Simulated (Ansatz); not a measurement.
# Relaxing a structure of GaP

The start is a relaxed GaP cell, doubled along one cell vector, shaken by Gaussian noise of σ = 0.08 Å a coordinate. Cell shape, volume and atoms are optimised at zero target pressure with PBEsol (plane waves to 420 eV, PAW, scalar-relativistic; Ansatz, a first-principles code). The first steps use a coarse 7×4×7 k-mesh.

Starting cell:
```
CELL_PARAMETERS angstrom
      0.00000     2.71949     2.71949
      5.43898     0.00000     5.43898
      2.71949     2.71949     0.00000
ATOMIC_POSITIONS crystal
  P  0.69229 0.36241 0.78528
  P  0.72123 0.88258 0.76907
  Ga 0.00615 0.98319 0.99997
  Ga 0.00703 0.48966 0.04593
```

How much energy is released per atom?

0.13 eV/atom.

Does it find its way back to the structure it was made from?

It returns to the parent structure, F-43m (No. 216).

How do the shortest distances between atoms change?

The closest pairs of elements (up to four, under 3.6 Å), start → end: Ga–P 2.16 → 2.36 Å.

What band gap does the relaxed structure have at this level?

1.45 eV, indirect (valence top at Γ, conduction bottom at 87 % of the way from Γ to X) (no spin-orbit coupling).

Final values are on a 11×11×11 k-mesh of the relaxed cell. No spin polarisation in the result.
